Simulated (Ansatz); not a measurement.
## MoN₂, one cell by several methods

```
CELL_PARAMETERS angstrom
0.00000 2.45930 2.45930
2.45930 0.00000 2.45930
2.45930 2.45930 0.00000
ATOMIC_POSITIONS crystal
Mo 0.00000 0.00000 0.00000
N 0.25000 0.25000 0.25000
N 0.75000 0.75000 0.75000
```

Atom numbers follow the list: Mo1, N2, N3.

The cell was built from the fluorite type and relaxed in the same program, and has space group Fm-3m; it needn't be a known or the stable phase.

All numbers are computed: DFT, PBE, PAW with Ansatz's default frozen-core files, scalar-relativistic (Ansatz 0.2.0); DFT, PBE, all-electron PAW with datasets made for the crystal, scalar-relativistic (Ansatz 0.2.0); DFT, PBE, all-electron LAPW, scalar-relativistic (Ansatz 0.2.0).

For PAW: a Γ-centred 12×12×12 k mesh, Fermi–Dirac smearing of 0.05 eV, cutoff 420 eV, no spin polarisation. The crystal-made all-electron datasets (AE datasets) take a cutoff of 400 eV at this cell. LAPW targets a basis error of 0.5 meV/atom. The Ansatz runs share mesh, smearing and spin set-up. Plane-wave (PAW) pressures include the program's estimate of the Pulay term.

Stress and pressure are positive in compression.

Levels count from the Fermi level.

```csv
quantity,PAW,AE datasets,LAPW
pressure (GPa),0.00,0.00,-0.01
highest filled level at U (eV),-2.105,-2.104,-2.104
lowest empty level at U (eV),0.517,0.515,0.515
highest filled level at K (eV),-2.105,-2.104,-2.104
lowest empty level at K (eV),0.517,0.515,0.515
highest filled level at X (eV),-2.725,-2.724,-2.724
lowest empty level at X (eV),0.358,0.361,0.361
```
